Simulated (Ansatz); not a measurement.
Cs₂Ni₃S₄:
Space group Fmmm (No. 69); a = 5.9151 Å, b = 10.0452 Å, c = 14.8689 Å, α = 90.00°, β = 90.00°, γ = 90.00°

```csv
atom,site,symmetry,x,y,z
Cs,8i,mm2,0.0000,0.0000,0.3370
Ni,4a,mmm,0.0000,0.0000,0.0000
Ni,8e,..2/m,0.2500,0.2500,0.0000
S,16m,m..,0.0000,0.1676,0.0954
```
(The calculation used a cell of 9 atoms; values per cell refer to that cell.)

Relaxed with r²SCAN.

Q: Tabulate the valence density and the electron localisation function along the shortest Ni–Ni contact (2.91 Å), DFT-r²SCAN in the program Ansatz with PAW potentials.

A: 

```tsv
distance from Ni (Å)	density (e/Å³)	ELF
0.29	28.50	0.56
0.44	12.48	0.44
0.58	4.73	0.35
0.73	1.73	0.27
0.87	0.68	0.19
1.02	0.38	0.14
1.17	0.27	0.14
1.31	0.22	0.15
1.46	0.21	0.16
1.60	0.22	0.15
1.75	0.27	0.14
1.89	0.38	0.14
2.04	0.68	0.19
2.19	1.72	0.27
2.33	4.72	0.35
2.48	12.48	0.44
2.62	28.50	0.56
```

The density is the valence pseudo-density with augmentation charge, so density and ELF within about 1 Å of a nucleus are not all-electron values.

The first step of the workflow began from a Materials Project structure, measured or hypothetical; the Crystallography Open Database copy checked does not list it. Its standing as an ambient phase is unchecked. The cell was relaxed with r²SCAN under the symmetry of its start; whether a distortion lowers the energy is not shown. No spin polarisation was allowed. Scalar-relativistic: spin–orbit coupling is off unless named, which matters more the heavier the elements.

Potentials: the later of the program's two PAW sets.
